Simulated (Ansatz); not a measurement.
MnNi$_{3}$:
```cif
data_MnNi3
_chemical_formula_sum 'Ni3 Mn1'
_space_group_name_H-M_alt 'P 1'
_space_group_IT_number 1
_cell_length_a 3.54907
_cell_length_b 3.54907
_cell_length_c 3.54907
_cell_angle_alpha 90.000
_cell_angle_beta 90.000
_cell_angle_gamma 90.000
loop_
_space_group_symop_operation_xyz
  'x, y, z'
loop_
_atom_site_label
_atom_site_type_symbol
_atom_site_fract_x
_atom_site_fract_y
_atom_site_fract_z
_atom_site_occupancy
Ni1 Ni 0.00000 0.50000 0.50000 1
Ni2 Ni 0.50000 0.00000 0.50000 1
Ni3 Ni 0.50000 0.50000 0.00000 1
Mn1 Mn 0.00000 0.00000 0.00000 1
```
Starting moments (μB, in the order of the atoms Ni Ni Ni Mn): 0.7 0.7 0.7 3.8.

Relaxed with r²SCAN.

Tabulate the valence density and the electron localisation function along the shortest Ni–Mn contact (2.51 Å), r²SCAN (plane waves, PAW; program Ansatz).



```
distance from Ni (Å)  density (e/Å³)   ELF
--------------------  --------------  ----
0.25                           34.26  0.59
0.38                           17.90  0.48
0.50                            8.01  0.39
0.63                            3.38  0.32
0.75                            1.45  0.26
0.88                            0.69  0.22
1.00                            0.44  0.21
1.13                            0.35  0.23
1.25                            0.31  0.23
1.38                            0.32  0.18
1.51                            0.41  0.15
1.63                            0.67  0.20
1.76                            1.42  0.33
1.88                            3.26  0.49
2.01                            6.95  0.65
2.13                           12.81  0.77
2.26                           19.95  0.85
```

The density is the valence pseudo-density with augmentation charge, so density and ELF within about 1 Å of a nucleus are not all-electron values.

Space group Pm-3m (Cu3Au type). The workflow started from an entry of the Crystallography Open Database (COD). Its standing as an ambient phase is unchecked. The r²SCAN relaxation kept the symmetry of its start; its stability against distortions is not shown here. The final state is ferromagnetic, chosen from 3 collinear starts compared on coarse meshes (ties went to the first, and starts can fall back to one state), not a proven ground state. Other orbital occupations within this spin state were not tried. For itinerant 3d metals, meta-GGAs of the SCAN family and hybrids are commonly reported to give too large moments.

Potentials: the later of the program's two PAW sets.
